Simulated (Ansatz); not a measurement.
Mg₂TiO₄:
```xyz
14
Lattice="0.0000 4.1912 4.1912 4.1912 0.0000 4.1912 4.1912 4.1912 0.0000" Properties=species:S:1:pos:R:3 pbc="T T T"
Mg     5.2390     5.2390     5.2390
Mg     5.2390     3.1434     3.1434
Mg     3.1434     5.2390     3.1434
Mg     3.1434     3.1434     5.2390
Ti     2.0956     2.0956     2.0956
Ti     0.0000     0.0000     0.0000
O      7.3200     7.3200     7.3200
O      7.3200     5.2537     5.2537
O      5.2537     7.3200     5.2537
O      5.2537     5.2537     7.3200
O      3.1581     3.1581     3.1581
O      3.1581     5.2244     5.2244
O      5.2244     3.1581     5.2244
O      5.2244     5.2244     3.1581
```

Relaxed with r²SCAN. Special points in fractions of this cell's reciprocal vectors: Γ (0.000, 0.000, 0.000); X (0.500, 0.000, 0.500); U (0.625, 0.250, 0.625); K (0.375, 0.375, 0.750); L (0.500, 0.500, 0.500); W (0.500, 0.250, 0.750).

List the band energies nearest the valence-band maximum at these points for r²SCAN in the plane-wave PAW code Ansatz.

In eV from the valence-band maximum; about four levels below and three above (degenerate sets whole), none deeper than 8.9 eV; points with the same levels are listed once.

```json
[
 {"k": "Γ", "below": "-0.12 -0.12 -0.12 0.00 0.00 0.00", "above": "5.00 5.00 5.07 5.07"},
 {"k": "X", "below": "-0.37 -0.37 0.00 0.00", "above": "5.06 5.06 5.38 5.38"},
 {"k": "U", "below": "-0.45 -0.34 -0.20 -0.03", "above": "5.06 5.08 5.27"},
 {"k": "L", "below": "-0.25 -0.25 -0.10 -0.10", "above": "5.12 5.12 5.22 5.22"},
 {"k": "W", "below": "-0.27 -0.27 -0.24 -0.24", "above": "5.07 5.07 5.30 5.30"}
]
```

Space group Fd-3m (spinel). A made-up cell: these elements were put on the sites of a structure type; neither database checked (COD, Materials Project) lists it. Its standing as an ambient phase is unchecked. The r²SCAN relaxation kept the symmetry of its start; whether a distortion lowers the energy is not shown. The run is not spin-polarised.

Potentials: the earlier of the program's two PAW sets.
